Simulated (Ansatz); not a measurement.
ScPdN$_{2}$ in space group R-3m (No. 166; Sc on 3b, Pd on 3a, N on 6c), DFT-r²SCAN in the program Ansatz with PAW potentials, all energies at zero smearing, with the estimated change up to a 700 eV cutoff added, with one set of potentials and settings (totals compare only within such a set). Cell of 4 atoms (1 Sc, 1 Pd, 2 N): -9896.856 eV.

```
element                reference phase  E (eV/atom)
-------  -----------------------------  -----------
Sc       P6_3/mmc, 2 atoms in the cell   -2140.5738
Pd          Fm-3m, 1 atoms in the cell   -6985.7456
N            Pa-3, 8 atoms in the cell    -384.8315
```

Formation energy per atom, worked out: (-9896.856 − 1×(-2140.5738) − 1×(-6985.7456) − 2×(-384.8315))/4 = -0.218 eV/atom (-21 kJ per mol of atoms), at 0 K, without zero-point energy or fitted corrections.

The start of the workflow was typed in or built on a structure type; neither database checked (COD, Materials Project) lists it. Whether it is the stable phase at ambient conditions was not checked. Symmetry was held in the r²SCAN relaxation; its stability against distortions is not shown here. No spin polarisation was allowed. The references are the lowest solids computed at this level, not always the standard phases (solids in place of the gases).

Potentials: the later of the program's two PAW sets.
